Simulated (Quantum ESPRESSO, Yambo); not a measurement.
## Quasiparticle gap of RbOH

```
CELL_PARAMETERS angstrom
      2.05890    -5.39405     0.00000
      2.05890     5.39405     0.00000
      0.00000     0.00000     4.20269
ATOMIC_POSITIONS crystal
  H  0.96775 0.03225 0.39679
  H  0.03225 0.96775 0.89679
  O  0.90179 0.09821 0.23754
  O  0.09821 0.90179 0.73754
  Rb 0.63821 0.36179 0.26106
  Rb 0.36179 0.63821 0.76106
```

The geometry is that of Materials Project entry mp-626620, symmetrised and not relaxed again.

Starting point: PBEsol (Quantum ESPRESSO, PseudoDojo norm-conserving, 84 Ry, without SOC). G0W0 in Yambo: 4×4×2 Γ-centred k mesh, 133 bands and a 7 Ry block in the screening, 133 bands in G with the Bruneval-Gonze terminator, plasmon pole fitted at 27.2 eV.

```json
{
  "PBEsol gap along the band path": "3.58 eV",
  "PBEsol gap between the mesh's edge points (Γ → Γ)": "3.58 eV",
  "G0W0 gap between the same points": "5.92 eV"
}
```

```csv
k point,band,E PBEsol (eV),E QP (eV),shift (eV),Z
Γ,VB,0.00,-1.47,-1.47,0.79
Γ,CB,3.58,4.45,0.88,0.87
"(0, 0, -0.5)",VB,-0.49,-1.98,-1.49,0.80
"(0, 0, -0.5)",CB,6.12,7.24,1.11,0.87
"(0, -0.5, 0)",VB,-0.47,-1.97,-1.49,0.79
"(0, -0.5, 0)",CB,6.21,7.40,1.19,0.86
"(0, -0.5, -0.5)",VB,-0.24,-1.74,-1.49,0.80
"(0, -0.5, -0.5)",CB,6.01,7.18,1.17,0.88
"(-0.5, -0.5, 0)",VB,-0.02,-1.48,-1.46,0.79
"(-0.5, -0.5, 0)",CB,5.18,6.28,1.09,0.88
"(-0.5, -0.5, -0.5)",VB,-0.48,-2.02,-1.54,0.79
"(-0.5, -0.5, -0.5)",CB,6.18,7.36,1.18,0.87
```

Energies count from the PBEsol valence-band maximum.

Nearest settings tried, and what they do to the gap: 6 Ry block (159 vectors against 213): -50 meV. Not varied: bands in G, bands in W, mesh. So the settings aren't converged at that level.

The structure is a Materials Project entry; no match was found in the copy of COD used, and its stability was not checked.
